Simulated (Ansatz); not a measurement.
WS₂:
```
CELL_PARAMETERS angstrom
      3.15412     0.00000     0.00000
     -1.57706     2.73155     0.00000
      0.00000     0.00000    12.13484
ATOMIC_POSITIONS crystal
  W  0.33333 0.66667 0.25000
  W  0.66667 0.33333 0.75000
  S  0.33333 0.66667 0.62022
  S  0.66667 0.33333 0.37978
  S  0.66667 0.33333 0.12022
  S  0.33333 0.66667 0.87978
```

Relaxed with PBE+D3(BJ). Special points in fractions of this cell's reciprocal vectors: Γ (0.000, 0.000, 0.000); M (0.500, 0.000, 0.000); K (0.333, 0.333, 0.000); A (0.000, 0.000, 0.500); L (0.500, 0.000, 0.500); H (0.333, 0.333, 0.500).

Problem. List the band energies nearest the valence-band maximum at these points for DFT-PBE+D3(BJ) in the program Ansatz with PAW potentials.

Solution. In eV from the valence-band maximum; about four levels below and three above (degenerate sets whole), none deeper than 8.9 eV; points with the same levels are listed once.

```csv
k,below,above
Γ,-2.22 -2.22 -1.42 -1.30 0.00,2.25 2.25 2.26 2.26 2.26 2.26
M,-2.04 -1.79 -1.79 -1.57,2.27 2.32 2.53
K,-2.95 -2.95 -0.82 -0.57,1.26 1.26 1.90
A,-2.26 -2.26 -2.26 -2.26 -0.31 -0.31,2.23 2.23 2.23 2.23
L,-1.92 -1.92 -1.66 -1.66,2.29 2.29 2.73 2.73
H,-3.18 -3.18 -0.71 -0.71,1.26 1.26 2.50 2.50
```

Space group P6_3/mmc. Symmetry was held in the PBE+D3(BJ) relaxation. No spin polarisation was allowed. Spin–orbit coupling is left out wherever it is not named.

Potentials: the earlier of the program's two PAW sets.
